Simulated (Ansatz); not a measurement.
Given:

KPH2O4:
```xyz
16
Lattice="0.0000 5.3006 3.4725 5.2587 0.0000 3.4725 5.2587 5.3006 0.0000" Properties=species:S:1:pos:R:3 pbc="T T T"
K      5.2587     5.3006     1.7145
K      2.6294     2.6503     3.4508
H      5.9527     2.2776     2.6372
H      4.5647     8.3237     2.6372
H      7.1941     4.9279     4.3735
H      3.3233     5.6733     4.3735
P      5.2587     5.3006     5.3223
P      2.6294     2.6503     0.1135
O      2.9910     3.8809     0.9148
O      2.2677     1.4197     0.9148
O      4.8971     1.2306     2.6510
O      0.3616     4.0700     2.6510
O      3.8388     7.5909     2.6286
O      6.6786     3.0103     2.6286
O      4.0492     4.9406     4.3649
O      6.4682     5.6606     4.3649
```

This is the r²SCAN-relaxed structure.

All from DFT-r²SCAN in the program Ansatz with PAW potentials, unless another level is named. Estimate the formation energy from the elements (no fitted shifts).

-1.94 eV/atom.

And the HSE06 gap on the r²SCAN cell?

7.42 eV.

Next, the band gap?

6.27 eV (smallest direct gap 6.27 eV).

Next, the conduction-band minimum?

at Γ.

Space group Fdd2. The first step of the workflow began from a Materials Project structure, measured or hypothetical; the Crystallography Open Database files this formula in space group No. 43, but the cells were not matched. Its standing as an ambient phase is unchecked. Symmetry was held in the r²SCAN relaxation; its stability against distortions is not shown here. The references are the lowest solids computed at this level, not always the standard phases (solids in place of the gases).

Potentials: the earlier of the program's two PAW sets. The files were generated under PBE; for other functionals the program regenerates the frozen cores, and for LDA and PBEsol the local potential too.
